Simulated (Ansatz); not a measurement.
Relaxed-ion elastic tensor of TiAl2O5 in space group Cmcm (No. 63; Pearson symbol oS32) in GPa (Voigt order), plane-wave PAW PBEsol (Ansatz code); density 3.71 g/cm³, 10.16 Å³ per atom.

```
 353   139   158   0.0   0.0   0.0
 139   333  87.3   0.0   0.0   0.0
 158  87.3   307   0.0   0.0   0.0
 0.0   0.0   0.0   106   0.0   0.0
 0.0   0.0   0.0   0.0   132   0.0
 0.0   0.0   0.0   0.0   0.0  69.3
```

Task: Is the crystal mechanically stable?

Result: Yes: the smallest eigenvalue of C is 69.3 GPa.

Task: Work out the Voigt, Reuss and Hill averages.

Result: K_V = 196, K_R = 192, K_H = 194; G_V = 102, G_R = 96.1, G_H = 99.1 GPa.

Task: Give Young's modulus, Poisson's ratio, Pugh's ratio and the universal anisotropy index.

Result: E = 9KG/(3K + G) = 254 GPa; ν = 0.28; K/G = 1.96 (ductile by the Pugh limit of 1.75); A_U = 5G_V/G_R + K_V/K_R − 6 = 0.33.

Task: Estimate the sound speeds and the Debye temperature.

Result: v_l = √((K + 4G/3)/ρ) = 9370 m/s, v_t = √(G/ρ) = 5170 m/s, mean 5760 m/s; Θ = (h/k)(3n/4πV)^(1/3) v_m = 791 K.

Task: Solve the Christoffel equation for the three sound speeds along x, y, z.

Result: Eigenvalues of C_ijkl n_j n_l equal ρv². In km/s, slowest first: x 4.32, 5.97, 9.76; y 4.32, 5.33, 9.47; z 5.33, 5.97, 9.09.

Task: How much does each axis shrink under pressure?

Result: Linear compressibilities β_i = Σ_j S_ij (j = 1 to 3): x 1.1, y 2.0, z 2.1 per TPa.

The first step of the workflow began from a Materials Project structure, measured or hypothetical; the Crystallography Open Database copy checked does not list it. Its standing as an ambient phase is unchecked. The PBEsol relaxation kept the symmetry of its start; whether a distortion lowers the energy is not shown. No spin polarisation was allowed.

Potentials: the later of the program's two PAW sets.
